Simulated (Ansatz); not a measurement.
A geometry of CsSnI$_{3}$ away from equilibrium: step 2 of the relaxation of a generated cell, CsSnI3 built in the AFLOW prototype AB3C_hR10_148_c_f_c (as in TiFeO3). Method: r2SCAN (plane waves to 500 eV, PAW, scalar-relativistic; Ansatz, a program for electronic structure). Γ-centred k-mesh 4×4×4 on the run's cell (coarser than for final values), Fermi–Dirac smearing 0.05 eV. The plane waves were selected for a different cell earlier on the path.

```
CELL_PARAMETERS angstrom
      4.25736     2.45799     7.80570
     -4.25736     2.45799     7.80570
      0.00000    -4.91597     7.80570
ATOMIC_POSITIONS crystal
  Sn 0.35445 0.35445 0.35445
  Sn 0.64555 0.64555 0.64555
  I  0.24637 0.55617 0.95074
  I  0.95074 0.24637 0.55617
  I  0.55617 0.95074 0.24637
  I  0.75363 0.44383 0.04926
  I  0.04926 0.75363 0.44383
  I  0.44383 0.04926 0.75363
  Cs 0.14903 0.14903 0.14903
  Cs 0.85097 0.85097 0.85097
```

Task: Give the Cartesian forces on all atoms (eV/Å).

Result: 
| atom | Fx | Fy | Fz |
|---|---|---|---|
| Sn1 | 0.00 | 0.00 | -0.24 |
| Sn2 | 0.00 | 0.00 | 0.24 |
| I3 | 0.92 | 0.46 | 1.15 |
| I4 | -0.86 | 0.57 | 1.15 |
| I5 | -0.06 | -1.03 | 1.15 |
| I6 | -0.92 | -0.46 | -1.15 |
| I7 | 0.86 | -0.57 | -1.15 |
| I8 | 0.06 | 1.03 | -1.15 |
| Cs9 | 0.00 | 0.00 | 0.23 |
| Cs10 | 0.00 | 0.00 | -0.23 |

The path ends in R-3 (No. 148). No spin polarisation in the result.

The run could not lose the symmetry of its start, so the end can be a saddle point.

The end of the path is a generated cell of CsSnI3: the first start was made by placing the elements on the sites of a structure type, and the end was not matched to a known phase here, so it may be hypothetical. Known forms of CsSnI3 include space group No. 62, 221.
